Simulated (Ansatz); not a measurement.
KZnI3: zone-centre modes

All numbers below come from DFT PBE, scalar-relativistic, plane waves, PAW in Ansatz 0.2.0. Plane waves to 420 eV; Γ-centred k mesh 6×6×6; fixed occupations. No spin polarisation. Phonons by linear response, acoustic sum rule imposed.

Equilibrium structure at this level:
```yaml
crystal:
  lattice:
    - [3.98646, 2.30158, 4.83042]
    - [-3.98646, 2.30158, 4.83042]
    - [0.00000, -4.60317, 4.83042]
  atoms:
    - { symbol: K, position: [0.99380, 0.99380, 0.99380] }
    - { symbol: Zn, position: [0.49377, 0.49377, 0.49377] }
    - { symbol: I, position: [0.49382, 0.81280, 0.17471] }
    - { symbol: I, position: [0.17471, 0.49382, 0.81280] }
    - { symbol: I, position: [0.81280, 0.17471, 0.49382] }
```

The structure comes from a generated guess, relaxed at this level; another structure or a mixture of phases may lie lower. Spin–orbit coupling is left out, which matters for heavy elements. Modes under 40 cm⁻¹ are poorly fixed.

Task: Is this structure stable against zone-centre distortions?

Result: Yes, at Γ: no optical mode is imaginary. Strains and other wave vectors aren't tested by this run.

Task: List the optical modes at Γ without the LO field (i marks imaginary ones).

Result:
```tsv
frequency (THz)	degeneracy	IR intensity of the level ((D/Å)²/amu)
0.27	1	0.06
0.66	2	0.21
1.63	2	0.00
2.24	1	0.07
2.33	2	1.97
2.81	1	1.12
3.84	1	0.00
6.35	2	4.17
```
